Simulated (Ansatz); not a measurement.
# Decision note: Rayleigh speed from elastic constants

A thin piezoelectric film on a fast substrate raises the frequency that a given finger pitch reaches and keeps the wave at the surface. The reference row is diamond. Isotropic (polycrystal) averages. Wavelength 2 μm (twice a pitch of 1.0 μm); target 2 GHz. All rows have a gap at this level.

Levels of theory (Ansatz, a plane-wave PAW program): v_l, v_t: r²SCAN, elastic tensor, Hill average; density: r²SCAN, relaxed cell.

Started from generated or typed cells, with no claim that the phase is known: Ga2O3 (bixbyite). Runs started from generated or typed cells of the structure named: SnO2; TiO2; diamond. Of the phases: diamond is metastable against graphite at zero pressure. Over 15 meV/atom above the lowest phase of their formula at hand: Ga2O3 (bixbyite) (34 meV/atom, r²SCAN). Spin–orbit coupling is left out unless named.

Definitions used: ν = (v_l² − 2v_t²)/(2(v_l² − v_t²)); v_R ≈ v_t (0.87 + 1.12ν)/(1 + ν); f = v_R/wavelength; pitch = v_R/2f.

SnO2 (rutile) has v_l 7.00 km/s, v_t 3.77 km/s, density 6.90 g/cm³. That gives ν = (7.00² − 2 × 3.77²)/(2 × (7.00² − 3.77²)) = 0.296; v_R = 3.77 × (0.87 + 1.12 × 0.296)/(1 + 0.296) = 3.495 km/s; f = 3.495/2 = 1.75 GHz; pitch for the target: 500 × 3.495/2 = 874 nm.

Diamond, the reference, has v_l 18.29 km/s, v_t 12.46 km/s, density 3.54 g/cm³. That gives ν = (18.29² − 2 × 12.46²)/(2 × (18.29² − 12.46²)) = 0.067; v_R = 12.46 × (0.87 + 1.12 × 0.067)/(1 + 0.067) = 11.036 km/s; f = 11.036/2 = 5.52 GHz; pitch for the target: 500 × 11.036/2 = 2760 nm.

SrO (rock salt) has v_l 5.88 km/s, v_t 3.46 km/s, density 5.01 g/cm³. By the same steps, Poisson ratio 0.235, Rayleigh speed 3.175 km/s, frequency 1.59 GHz, pitch for the target 794 nm.

α-quartz SiO2 has v_l 6.07 km/s, v_t 4.09 km/s, density 2.64 g/cm³. By the same steps, Poisson ratio 0.084, Rayleigh speed 3.638 km/s, frequency 1.82 GHz, pitch for the target 910 nm.

TiO2 (Pbca) has v_l 9.03 km/s, v_t 4.67 km/s, density 4.12 g/cm³. By the same steps, Poisson ratio 0.317, Rayleigh speed 4.344 km/s, frequency 2.17 GHz, pitch for the target 1090 nm.

Ga2O3 (bixbyite) has v_l 7.37 km/s, v_t 3.90 km/s, density 6.26 g/cm³. By the same steps, Poisson ratio 0.306, Rayleigh speed 3.621 km/s, frequency 1.81 GHz, pitch for the target 905 nm.

By Rayleigh speed (highest first): diamond (11.036 ± 0.41), TiO2 (4.344 ± 0.18), α-quartz SiO2 (3.638 ± 0.14) ≈ Ga2O3 (bixbyite) (3.621 ± 0.15) ≈ SnO2 (3.495 ± 0.14), SrO (3.175 ± 0.13). The ± follows from allowances picked for this note (v_l 3 %, v_t 3 %, 3 % for the model), carried to first order and added in quadrature; ≈ joins neighbours closer than their two ± added in quadrature. On this figure 0 of 5 candidates do clearly better than the reference.

Decision: diamond comes first by Rayleigh speed. This holds for the figure and assumptions above, and the caveats below decide whether it survives in a device.

Single-crystal speeds depend on cut and direction, and the film changes the speed. Where several phases of a formula are at hand, those over 0.1 eV/atom above the lowest were not drawn (by r²SCAN where it compared them, else by the largest value; a layered or molecular lowest phase counts only with a dispersion term); other phases could lie lower still. The rows are a sample of crystals with v_t over 3 km/s, picked without regard to agreement with measurement. Limits of the draw: gap over 0.3 eV, v_l over 1.45 v_t, v_t over 3 km/s; for moduli and speeds, an anisotropy index under 2.5, no layered crystals; no unfamiliar magnets, and cubic perovskites only if shown or known to be stable. As a rule kept out of such tables: 4f compounds, open-shell compounds run without a Hubbard term, cells found unstable in the tests at hand, cells close to a higher symmetry, and runs set to a pressure or over 12 % in volume from the crystal's fullest run.
